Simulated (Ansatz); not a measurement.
Relaxed LiF (rock salt):

```yaml
crystal:
  lattice:
    - [0.00000, 4.06787, 4.06787]
    - [2.03393, 2.03393, 4.06787]
    - [2.03393, 2.03393, 0.00000]
  atoms:
    - { symbol: F, position: [0.00000, 0.00000, 0.00000] }
    - { symbol: F, position: [0.50000, 0.00000, 0.00000] }
    - { symbol: Li, position: [0.00000, 0.50000, 0.50000] }
    - { symbol: Li, position: [0.50000, 0.50000, 0.50000] }
```

The atoms are displaced by Q × the pattern below (from a DFPT mode at X = (0.5, 0.5, 0.0), largest move 1; Q in Å), at fixed cell. It is one choice among 2 degenerate patterns. (q is in reciprocal vectors of the primitive cell; the cell shown is doubled to hold the pattern.)

| atom | x | y | z |
|---|---|---|---|
| F1 | 0.000 | 1.000 | 0.000 |
| F2 | 0.000 | -1.000 | 0.000 |
| Li3 | 0.000 | -0.420 | 0.000 |
| Li4 | 0.000 | 0.420 | 0.000 |

Level of theory: PBE (plane waves to 420 eV, PAW, scalar-relativistic; Ansatz, a first-principles code). k mesh 14×14×14 (Γ-centred), Fermi-Dirac smearing 0.05 eV. LiF was relaxed with its symmetry unable to fall.

At one point of the scan the forces (eV/Å) are:

```
atom     Fx      Fy     Fz
----  -----  ------  -----
F1    0.000  -0.406  0.000
F2    0.000   0.406  0.000
Li3   0.000   0.059  0.000
Li4   0.000  -0.059  0.000
```

**Question.** Which point is it?
(A) Q = 0.033 Å
(B) Q = 0.100 Å
(C) Q = 0.017 Å
(D) Q = 0.083 Å

**Answer.** B, Q = 0.100 Å

(A displaced cell: forces are minus the slopes of the energy, force constants its curvatures, and phonons follow from these.)
